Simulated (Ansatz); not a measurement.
The following input was run with Ansatz 0.2.0.

```yaml
crystal:
  lattice:
    - [6.55890518, 0.0, 0.0]
    - [0.0, 7.30433827, 0.0]
    - [0.0, 0.0, 4.77057136]
  atoms:
    - { symbol: Al, position: [0.01038413, 0.25, 0.91571248] }
    - { symbol: Al, position: [0.17132076, 0.44389873, 0.36380374] }
    - { symbol: Al, position: [0.17132076, 0.05610127, 0.36380374] }
    - { symbol: Al, position: [0.32867924, 0.55610127, 0.86380374] }
    - { symbol: Al, position: [0.67132076, 0.44389873, 0.13619626] }
    - { symbol: Al, position: [0.82867924, 0.94389873, 0.63619626] }
    - { symbol: Al, position: [0.67132076, 0.05610127, 0.13619626] }
    - { symbol: Al, position: [0.82867924, 0.55610127, 0.63619626] }
    - { symbol: Al, position: [0.32867924, 0.94389873, 0.86380374] }
    - { symbol: Al, position: [0.51038413, 0.25, 0.58428752] }
    - { symbol: Al, position: [0.98961587, 0.75, 0.08428752] }
    - { symbol: Al, position: [0.48961587, 0.75, 0.41571248] }
    - { symbol: Ni, position: [0.87107884, 0.25, 0.44428404] }
    - { symbol: Ni, position: [0.37107884, 0.25, 0.05571596] }
    - { symbol: Ni, position: [0.12892116, 0.75, 0.55571596] }
    - { symbol: Ni, position: [0.62892116, 0.75, 0.94428404] }
basis:
  ecutwfc: 420
kpoints:
  mp_grid: { grid: [6, 6, 8] }
hamiltonian:
  xc: pbesol
scf:
  occupations: { method: gaussian, width: 0.1 }
output:
  forces: true
  stress: true
  eigenvalues: true
  write_density: true
  write_potential: true
  elf: true
  volumetric_format: npy
relax:
  adjacent_minimum: "off"
  f_tol: 0.005
  max_steps: 80
  cell: { stress_tol: 0.05 }
```

Launched with
```bash
ansatz run input.yaml --threads 4 --pin off --max-ram 10240MiB --backend cpu --events-out ev --progress --plain --runs-dir out
```

All numbers below come from DFT PBEsol, scalar-relativistic, plane waves, PAW in Ansatz.

Part of what the program printed, abridged:

```
Pseudopotentials: kind: paw
Pseudopotential: Al, paw, valence charge 3, recommended cutoff 420 eV (normal)
Pseudopotential: Ni, paw, valence charge 18, recommended cutoff 420 eV (normal)
Functional definition: PBEsol
Crystal: 16 atoms, lattice volume = 228.551 Å³
Basis set: ecut = 420 eV, 4435 PW (Γ), exchange–correlation on 90×100×64 points (8 copies of the dense FFT grid, shifted against one another)
Bands: 70, of which v1, the nominal top of the filled ones, is band 54 counted from 1 (53 counted from 0)
Symmetry: 8 space group operations
Space group: Pnma (ITA 62), of the structure as read, at distance tolerance 6.1e-5 Å
k-points: 80 of 288
Initial density: superposition of atomic densities (neutral atoms: chi_scale 0, normalization atom), corrected by the library's trained network
Initial wavefunctions: pseudopotential atomic-orbital guess
Functional: x = pbesol(κ = 0.804, μ = 0.12345679), c = pbesol(β = 0.046)
SCF iter   1: F=—  HF=-29521.158453 eV  |F-HF|=—  |Δ(HF+E_count)|=         —  Δρ=1.08e-2  dr2=1.51e-1  ethr=1.77e-3  ⟨swp⟩=7.0  Hψ=24047  notcnv=0  defer=73
SCF iter   2: F=—  HF=-29521.136679 eV  |F-HF|=—  |Δ(HF+E_count)|=   2.18e-2  Δρ=2.75e-3  dr2=1.16e-2  ethr=1.40e-4  ⟨swp⟩=2.9  Hψ=10856  notcnv=0  defer=502
SCF iter   3: F=—  HF=-29521.134800 eV  |F-HF|=—  |Δ(HF+E_count)|=   1.88e-3  Δρ=7.73e-4  dr2=1.56e-3  ethr=1.07e-5  ⟨swp⟩=1.9  Hψ=7326  notcnv=0  defer=502
SCF iter   4: F=—  HF=-29521.134314 eV  |F-HF|=—  |Δ(HF+E_count)|=   4.86e-4  Δρ=1.53e-4  dr2=8.86e-5  ethr=1.44e-6  ⟨swp⟩=2.3  Hψ=7903  notcnv=0  defer=502
SCF iter   5: F=—  HF=-29521.134293 eV  |F-HF|=—  |Δ(HF+E_count)|=   2.13e-5  Δρ=7.20e-5  dr2=8.01e-6  ethr=8.21e-8  ⟨swp⟩=2.0  Hψ=8403  notcnv=0  defer=502
SCF iter   6: F=—  HF=-29521.134292 eV  |F-HF|=—  |Δ(HF+E_count)|=   1.01e-6  Δρ=2.27e-5  dr2=8.13e-7  ethr=7.42e-9  ⟨swp⟩=2.0  Hψ=7906  notcnv=0  defer=502
SCF iter   7: F=-29521.134291 eV  HF=-29521.134291 eV  |F-HF|=1.05e-8  |Δ(HF+E_count)|=   7.13e-8  Δρ=2.30e-6  dr2=1.41e-8  ethr=9.26e-11  ⟨swp⟩=13.0  Hψ=39780  notcnv=0
SCF 1 converged in 7 iterations: F = -29521.134291 eV  dr2 = 1.41e-8
relax step   1: F+E_penalty+E_count = -29521.13429147 eV  Δ(F+E_penalty+E_count) = +0.000e0 eV  max|allowed force component| = 4.262e-2 eV/Å  Δτ_max = 0.0000 Å  P = +0.616 GPa  Ω = 228.551 Å³  (7 SCF iters, dr2 threshold 1.00e-7 eV, accepted)
Crystal: 16 atoms, lattice volume = 229.430 Å³
Basis set: ecut = 420 eV, 4475 PW (Γ), exchange–correlation on 90×100×64 points (8 copies of the dense FFT grid, shifted against one another)
Initial density: handed on by an earlier stage of this run
Initial wavefunctions: those handed on with the density
SCF iter   1: F=—  HF=-29521.138775 eV  |F-HF|=—  |Δ(HF+E_count)|=         —  Δρ=6.35e-4  dr2=6.21e-4  ethr=4.52e-7  ⟨swp⟩=2.2  Hψ=25450  notcnv=0
SCF iter   2: F=—  HF=-29521.138653 eV  |F-HF|=—  |Δ(HF+E_count)|=   1.22e-4  Δρ=3.02e-4  dr2=1.75e-4  ethr=4.52e-7  ⟨swp⟩=1.0  Hψ=5600  notcnv=0
SCF iter   3: F=—  HF=-29521.138603 eV  |F-HF|=—  |Δ(HF+E_count)|=   4.98e-5  Δρ=1.37e-4  dr2=3.05e-5  ethr=1.62e-7  ⟨swp⟩=2.0  Hψ=8612  notcnv=0
SCF iter   4: F=—  HF=-29521.138595 eV  |F-HF|=—  |Δ(HF+E_count)|=   8.07e-6  Δρ=3.42e-5  dr2=2.36e-6  ethr=2.82e-8  ⟨swp⟩=2.5  Hψ=9637  notcnv=0
SCF iter   5: F=-29521.138595 eV  HF=-29521.138595 eV  |F-HF|=7.40e-8  |Δ(HF+E_count)|=   3.76e-7  Δρ=5.65e-6  dr2=5.02e-8  ethr=2.18e-9  ⟨swp⟩=1.3  Hψ=6410  notcnv=0
SCF iter   6: F=-29521.138595 eV  HF=-29521.138595 eV  |F-HF|=5.37e-9  |Δ(HF+E_count)|=   9.42e-9  Δρ=2.01e-6  dr2=7.92e-9  ethr=4.65e-11  ⟨swp⟩=7.1  Hψ=35332  notcnv=0
SCF 2 converged in 6 iterations: F = -29521.138595 eV  dr2 = 7.92e-9
relax step   2: F+E_penalty+E_count = -29521.13859460 eV  Δ(F+E_penalty+E_count) = -4.303e-3 eV  max|allowed force component| = 2.935e-2 eV/Å  Δτ_max = 0.0069 Å  P = +0.130 GPa  Ω = 229.430 Å³  energy of the carried Pulay correction = -3.225e-4 eV  (6 SCF iters, dr2 threshold 1.60e-6 eV, accepted)
Crystal: 16 atoms, lattice volume = 229.675 Å³
Basis set: ecut = 420 eV, 4477 PW (Γ), exchange–correlation on 90×100×64 points (8 copies of the dense FFT grid, shifted against one another)
SCF iter   1: F=—  HF=-29521.139341 eV  |F-HF|=—  |Δ(HF+E_count)|=         —  Δρ=2.44e-4  dr2=1.78e-4  ethr=1.49e-7  ⟨swp⟩=2.0  Hψ=24672  notcnv=0
SCF iter   2: F=—  HF=-29521.139317 eV  |F-HF|=—  |Δ(HF+E_count)|=   2.48e-5  Δρ=1.41e-4  dr2=7.26e-5  ethr=1.49e-7  ⟨swp⟩=1.0  Hψ=5600  notcnv=0
SCF iter   3: F=—  HF=-29521.139175 eV  |F-HF|=—  |Δ(HF+E_count)|=   1.42e-4  Δρ=5.45e-5  dr2=4.59e-6  ethr=6.72e-8  ⟨swp⟩=2.1  Hψ=8289  notcnv=0
SCF iter   4: F=—  HF=-29521.139173 eV  |F-HF|=—  |Δ(HF+E_count)|=   1.44e-6  Δρ=1.14e-5  dr2=2.78e-7  ethr=4.25e-9  ⟨swp⟩=2.1  Hψ=8141  notcnv=0
SCF iter   5: F=-29521.139173 eV  HF=-29521.139173 eV  |F-HF|=4.83e-9  |Δ(HF+E_count)|=   4.19e-8  Δρ=1.86e-6  dr2=5.66e-9  ethr=2.58e-10  ⟨swp⟩=2.4  Hψ=8775  notcnv=0
SCF iter   6: F=-29521.139173 eV  HF=-29521.139173 eV  |F-HF|=1.16e-9  |Δ(HF+E_count)|=   1.64e-9  Δρ=8.63e-7  dr2=1.35e-9  ethr=5.24e-12  ⟨swp⟩=6.6  Hψ=33696  notcnv=0
SCF 3 converged in 6 iterations: F = -29521.139173 eV  dr2 = 1.35e-9
relax step   3: F+E_penalty+E_count = -29521.13917331 eV  Δ(F+E_penalty+E_count) = -5.787e-4 eV  max|allowed force component| = 8.630e-3 eV/Å  Δτ_max = 0.0036 Å  P = -0.012 GPa  Ω = 229.675 Å³  energy of the carried Pulay correction = -4.123e-4 eV  (6 SCF iters, dr2 threshold 9.84e-8 eV, accepted)
Crystal: 16 atoms, lattice volume = 229.637 Å³
SCF iter   1: F=—  HF=-29521.139471 eV  |F-HF|=—  |Δ(HF+E_count)|=         —  Δρ=1.98e-4  dr2=1.72e-4  ethr=1.56e-7  ⟨swp⟩=2.0  Hψ=24572  notcnv=0
SCF iter   2: F=—  HF=-29521.139442 eV  |F-HF|=—  |Δ(HF+E_count)|=   2.96e-5  Δρ=1.19e-4  dr2=6.64e-5  ethr=1.56e-7  ⟨swp⟩=1.0  Hψ=5600  notcnv=0
SCF iter   3: F=—  HF=-29521.139371 eV  |F-HF|=—  |Δ(HF+E_count)|=   7.12e-5  Δρ=2.07e-5  dr2=9.72e-7  ethr=6.14e-8  ⟨swp⟩=2.0  Hψ=8522  notcnv=0
SCF iter   4: F=—  HF=-29521.139305 eV  |F-HF|=—  |Δ(HF+E_count)|=   6.57e-5  Δρ=1.08e-5  dr2=1.83e-7  ethr=9.00e-10  ⟨swp⟩=2.2  Hψ=8436  notcnv=0
SCF iter   5: F=-29521.139305 eV  HF=-29521.139305 eV  |F-HF|=2.47e-9  |Δ(HF+E_count)|=   2.87e-8  Δρ=1.74e-6  dr2=5.10e-9  ethr=1.69e-10  ⟨swp⟩=2.9  Hψ=9471  notcnv=0
SCF iter   6: F=-29521.139305 eV  HF=-29521.139305 eV  |F-HF|=1.64e-10  |Δ(HF+E_count)|=   1.57e-9  Δρ=3.53e-7  dr2=3.31e-10  ethr=4.72e-12  ⟨swp⟩=6.7  Hψ=33724  notcnv=0
SCF 4 converged in 6 iterations: F = -29521.139305 eV  dr2 = 3.31e-10
relax step   4: F+E_penalty+E_count = -29521.13930489 eV  Δ(F+E_penalty+E_count) = -1.316e-4 eV  max|allowed force component| = 2.285e-3 eV/Å  Δτ_max = 0.0024 Å  P = +0.000 GPa  Ω = 229.637 Å³  energy of the carried Pulay correction = -3.983e-4 eV  (6 SCF iters, dr2 threshold 6.35e-9 eV, accepted)
Initial wavefunctions: pseudopotential atomic-orbital guess (no wavefunctions were taken with the density)
SCF iter   1: F=—  HF=-29521.139867 eV  |F-HF|=—  |Δ(HF+E_count)|=         —  Δρ=1.78e-4  dr2=1.52e-6  ethr=1.69e-6  ⟨swp⟩=2.2  Hψ=34691  notcnv=0
SCF iter   2: F=—  HF=-29521.139718 eV  |F-HF|=—  |Δ(HF+E_count)|=   1.50e-4  Δρ=8.99e-5  dr2=3.85e-7  ethr=1.41e-9  ⟨swp⟩=2.0  Hψ=9942  notcnv=0
SCF iter   3: F=—  HF=-29521.139704 eV  |F-HF|=—  |Δ(HF+E_count)|=   1.36e-5  Δρ=2.63e-6  dr2=6.59e-9  ethr=3.56e-10  ⟨swp⟩=1.0  Hψ=5600  notcnv=0
SCF iter   4: F=-29521.139704 eV  HF=-29521.139704 eV  |F-HF|=2.55e-11  |Δ(HF+E_count)|=   4.10e-9  Δρ=3.64e-7  dr2=1.58e-10  ethr=6.11e-12  ⟨swp⟩=2.3  Hψ=8184  notcnv=0
SCF iter   5: F=-29521.139704 eV  HF=-29521.139704 eV  |F-HF|=3.64e-12  |Δ(HF+E_count)|=  2.18e-11  Δρ=1.86e-7  dr2=4.61e-11  ethr=1.00e-12  ⟨swp⟩=1.0  Hψ=5600  notcnv=0
SCF iter   6: F=-29521.139704 eV  HF=-29521.139704 eV  |F-HF|=1.46e-11  |Δ(HF+E_count)|=  3.64e-12  Δρ=2.88e-8  dr2=2.05e-12  ethr=1.00e-12  ⟨swp⟩=1.0  Hψ=5600  notcnv=0
SCF iter   7: F=-29521.139704 eV  HF=-29521.139704 eV  |F-HF|=7.28e-12  |Δ(HF+E_count)|=  3.64e-12  Δρ=1.01e-8  dr2=2.07e-13  ethr=1.00e-12  ⟨swp⟩=1.0  Hψ=5600  notcnv=0
SCF iter   8: F=-29521.139704 eV  HF=-29521.139704 eV  |F-HF|=7.28e-12  |Δ(HF+E_count)|=  3.64e-12  Δρ=1.44e-9  dr2=5.11e-15  ethr=1.00e-12  ⟨swp⟩=3.5  Hψ=20304  notcnv=0
SCF 5 converged in 8 iterations: F = -29521.139704 eV  dr2 = 5.11e-15
SCF converged after 8 iterations
Free energy (F): -29521.139704 eV
Harris-Foulkes:  -29521.139704 eV  (|F-HF|=7.28e-12)
Internal energy: -29521.119866 eV  (E = F + TS)
E sigma→0 (E₀):  -29521.129785 eV
Entropy (-TS):   -0.019838 eV (-1.240 meV/atom)
Fermi energy:    10.223400 eV
--- Per-component energies (eV) ---
  E_band       = -1544.597433
  E_kinetic    = 1430.288916
  E_local      = -21433.835830  (includes V_loc(G=0)·N_el)
  E_nonlocal   = 2659.452706
  E_hartree    = 9367.576520
  E_xc         = -821.168837
  E_vxc        = -800.992566  (∫ρ·V_xc dr)
  E_paw        = -11834.941926  (= ΣΔE_a)
  E_vpaw       = -2134.665543  (= ΣTr[D̂ρ^β])
  E_aug_tail   = 0.001842  (compensation charges beyond the density's cutoff)
  E_ewald      = -8889.512081
  E_core_change = 1.018824  (= ΣΔE_core)
  E_smearing   = -0.019838  (= −TS)
--- Forces (eV/Å), atoms counted from 1 ---
  atom   1  Al    -0.00195110     0.00000000    -0.00148122
  atom   2  Al    -0.00037808    -0.00036729     0.00032856
  atom   3  Al    -0.00037808     0.00036729     0.00032856
  atom   4  Al     0.00037808     0.00036729     0.00032856
  atom   5  Al    -0.00037808    -0.00036729    -0.00032856
  atom   6  Al     0.00037808    -0.00036729    -0.00032856
  atom   7  Al    -0.00037808     0.00036729    -0.00032856
  atom   8  Al     0.00037808     0.00036729    -0.00032856
  atom   9  Al     0.00037808    -0.00036729     0.00032856
  atom  10  Al    -0.00195110     0.00000000     0.00148122
  atom  11  Al     0.00195110     0.00000000     0.00148122
  atom  12  Al     0.00195110     0.00000000    -0.00148122
  atom  13  Ni    -0.00018583     0.00000000     0.00228763
  atom  14  Ni    -0.00018583     0.00000000    -0.00228763
  atom  15  Ni     0.00018583     0.00000000    -0.00228763
  atom  16  Ni     0.00018583     0.00000000     0.00228763
--- Stress (GPa, compression-positive) ---
        0.004745       0.000000       0.000000
        0.000000      -0.016304       0.000000
        0.000000       0.000000       0.019937
  P = ⅓ Tr σ = 0.0028 GPa (0.028 kbar)
--- Band table (eV; the first three rows and the last of 80) ---
  k-point 0: bands = ["-93.2272", "-93.2271", "-93.2271", "-93.2271", "-53.8099", "-53.8099", "-53.8096", "-53.8096", "-53.7974", "-53.7973", "-53.7972", "-53.7972", "-53.7125", "-53.7125", "-53.7125", "-53.7125", "-0.8097", "1.8681", "1.9648", "2.4557", "2.5954", "4.7260", "4.8028", "4.8388", "5.0767", "5.1864", "5.4727", "6.3800", "6.4255", "6.5801", "6.8398", "6.9866", "7.0323", "7.0556", "7.1162", "7.1804", "7.2758", "7.3497", "7.3877", "7.5610", "7.5618", "7.6173", "7.6319", "7.7269", "7.7349", "8.0098", "8.3677", "8.5140", "8.7497", "9.2930", "9.4652", "9.5453", "9.6792", "9.7651", "9.9096", "10.6798", "11.9254", "11.9565", "12.2805", "12.4105", "12.4223", "12.4839", "12.5903", "12.628 ...
  k-point 1: bands = ["-93.2272", "-93.2271", "-93.2271", "-93.2271", "-53.8099", "-53.8099", "-53.8096", "-53.8096", "-53.7974", "-53.7973", "-53.7972", "-53.7972", "-53.7125", "-53.7125", "-53.7125", "-53.7125", "-0.7073", "1.9632", "2.0568", "2.5502", "2.6878", "3.9568", "4.8029", "4.9065", "5.1114", "5.1420", "5.9380", "6.0737", "6.1034", "6.4157", "6.6938", "6.7329", "6.9672", "7.1575", "7.1856", "7.2485", "7.3144", "7.3309", "7.3826", "7.5262", "7.5737", "7.6228", "7.6650", "7.7446", "7.7549", "8.0599", "8.1673", "8.5515", "8.5545", "8.6291", "9.2188", "9.4868", "10.0599", "10.1046", "10.4749", "11.0169", "11.2258", "11.7465", "11.8048", "12.2532", "12.2902", "12.8268", "13.3355", "13. ...
  k-point 2: bands = ["-93.2272", "-93.2271", "-93.2271", "-93.2271", "-53.8099", "-53.8099", "-53.8096", "-53.8096", "-53.7974", "-53.7973", "-53.7972", "-53.7972", "-53.7125", "-53.7125", "-53.7125", "-53.7125", "-0.4015", "2.1976", "2.3315", "2.8293", "2.8302", "3.0007", "4.9779", "5.0268", "5.1198", "5.1865", "5.2013", "5.5115", "5.7584", "5.7748", "6.7329", "6.7359", "6.8711", "7.0251", "7.1864", "7.2724", "7.3594", "7.3982", "7.4317", "7.4673", "7.5443", "7.6134", "7.6863", "7.7196", "7.8392", "8.0039", "8.0484", "8.0601", "8.1771", "8.6220", "9.3391", "9.5432", "9.6269", "10.1508", "10.3685", "10.4987", "12.0996", "12.6619", "12.7175", "12.9349", "13.0366", "13.5389", "13.6018", "13.7 ...
  k-point 79: bands = ["-93.2271", "-93.2271", "-93.2271", "-93.2271", "-53.8097", "-53.8097", "-53.8097", "-53.8097", "-53.7973", "-53.7973", "-53.7973", "-53.7973", "-53.7125", "-53.7125", "-53.7125", "-53.7125", "2.1175", "2.1175", "2.1175", "2.1175", "2.5002", "2.5002", "2.5002", "2.5002", "6.0105", "6.0105", "6.0105", "6.0105", "6.7934", "6.7934", "6.7934", "6.7934", "7.0862", "7.0862", "7.0862", "7.0862", "7.3452", "7.3452", "7.3452", "7.3452", "7.7594", "7.7594", "7.7594", "7.7594", "8.0450", "8.0450", "8.0450", "8.0450", "8.8867", "8.8867", "8.8867", "8.8867", "9.7151", "9.7151", "9.7151", "9.7151", "11.1241", "11.1241", "11.1241", "11.1241", "14.0453", "14.0453", "14.0453", "14.0453 ...
--- Relaxed structure (4 steps of the walk, 4 accepted, 1 SCFs on fresh bases) ---
  F+E_penalty+E_count = -29521.13970424 eV   max|allowed force component| = 2.288e-3 eV/Å   (the final SCF, on the basis selected at the relaxed cell)
  cell:  # Å, volume = 229.6370 Å³
    - [6.58914297, 0.0, 0.0]
    - [0.0, 7.31764142, 0.0]
    - [0.0, 0.0, 4.76257429]
  atoms:
    - { symbol: Al, position: [0.00992616, 0.24999999, 0.91492230] }
    - { symbol: Al, position: [0.17117423, 0.44373321, 0.36614974] }
    - { symbol: Al, position: [0.17117423, 0.05626678, 0.36614974] }
    - { symbol: Al, position: [0.32882576, 0.55626678, 0.86614974] }
    - { symbol: Al, position: [0.67117423, 0.44373321, 0.13385025] }
    - { symbol: Al, position: [0.82882576, 0.94373321, 0.63385025] }
    - { symbol: Al, position: [0.67117423, 0.05626678, 0.13385025] }
    - { symbol: Al, position: [0.82882576, 0.55626678, 0.63385025] }
    - { symbol: Al, position: [0.32882576, 0.94373321, 0.86614974] }
    - { symbol: Al, position: [0.50992616, 0.24999999, 0.58507769] }
    - { symbol: Al, position: [0.99007383, 0.74999999, 0.08507769] }
    - { symbol: Al, position: [0.49007383, 0.74999999, 0.41492230] }
    - { symbol: Ni, position: [0.87076127, 0.24999999, 0.44240697] }
    - { symbol: Ni, position: [0.37076127, 0.24999999, 0.05759302] }
    - { symbol: Ni, position: [0.12923872, 0.74999999, 0.55759302] }
    - { symbol: Ni, position: [0.62923872, 0.74999999, 0.94240697] }
```

The relaxation met its thresholds.

Time: 2.9 min on 4 threads of AMD EPYC 7R43 64-Core Processor (Zen 3) (shared host), peak memory 1.4 GiB.